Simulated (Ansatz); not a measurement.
ScPt under strong compression

```xyz
2
Lattice="3.2894 0.0000 0.0000 0.0000 3.2894 0.0000 0.0000 0.0000 3.2894" Properties=species:S:1:pos:R:3 pbc="T T T"
Sc    1.6447    1.6447    1.6447
Pt    0.0000    0.0000    0.0000
```

The base volume is that of a database entry, so it needn't be at zero pressure; the structure needn't be the stable phase, at rest or compressed.

Its volume is scaled at fixed shape and fractional positions.

All numbers are PBEsol results (scalar-relativistic) from Ansatz 0.2.0, with a Γ-centred 11×11×11 k mesh, Fermi–Dirac smearing of 0.05 eV, no spin polarisation. Methods: LAPW: all electrons, basis error target 1 meV/atom; PAW: frozen-core files, cutoff 420 eV; norm-conserving: pseudopotentials, cutoff 1143 eV.

Energies are extrapolated to zero smearing and count from the unscaled cell; pressure is positive in compression; gaps take the mesh and a band path. No temperature or zero-point motion is included.

Spin–orbit coupling is left out, which matters for the heavy atoms. The PAW files were made under PBE.

| V/V0 | V (Å³/atom) | P LAPW (GPa) | ΔE LAPW (eV/atom) | P PAW − LAPW (GPa) | ΔE PAW − LAPW (meV/atom) |
| --- | --- | --- | --- | --- | --- |
| 1.00 | 17.80 | -4.06 | 0.000 | -0.01 | 0.0 |
| 0.70 | 12.46 | 100.4 | 1.135 | 0.05 | 0.1 |
| 0.65 | 11.57 | ? | 1.806 | 0.09 | 0.5 |
| 0.40 | 7.12 | 830.2 | ? | 0.35 | 7.9 |

Question: Fill in "P LAPW (GPa)" for the row "0.65".

Answer: 143.4.

Question: What belongs in the row "0.40", column "ΔE LAPW (eV/atom)"?

Answer: 12.412.

Question: From the table, what is the rise of the enthalpy H = E + pV up to the last row, and how stiff is the crystal between the last two rows?

Answer: ΔH = 12.412 eV + (830.2 GPa × 7.12 Å³ + 4.06 GPa × 17.80 Å³) × 0.006242 eV/(GPa·Å³) = 49.75 eV/atom, of which pV makes 75 %. The mean bulk modulus there is −ΔP/Δln V = 1410 GPa.

Question: At the smallest volume, how far does norm-conserving lie from LAPW in pressure?

Answer: norm-conserving: -3.69 GPa, on a LAPW pressure of 830.2 GPa.

Question: How do the Löwdin populations by LAPW change from the unscaled cell to the last row?

Answer: Sc 3s 1.97 → 1.87, Sc 4s 0.84 → 0.48, Sc 3p 5.99 → 5.89, Sc 3d 1.88 → 3.51, Pt 5s 1.97 → 1.87, Pt 6s 1.11 → 0.71, Pt 5p 5.99 → 5.94, Pt 5d 9.01 → 8.60 electrons an atom. These are projections on the shells that the free atoms fill; 0.24 e a cell lies outside them at the start and 0.15 e at the end.
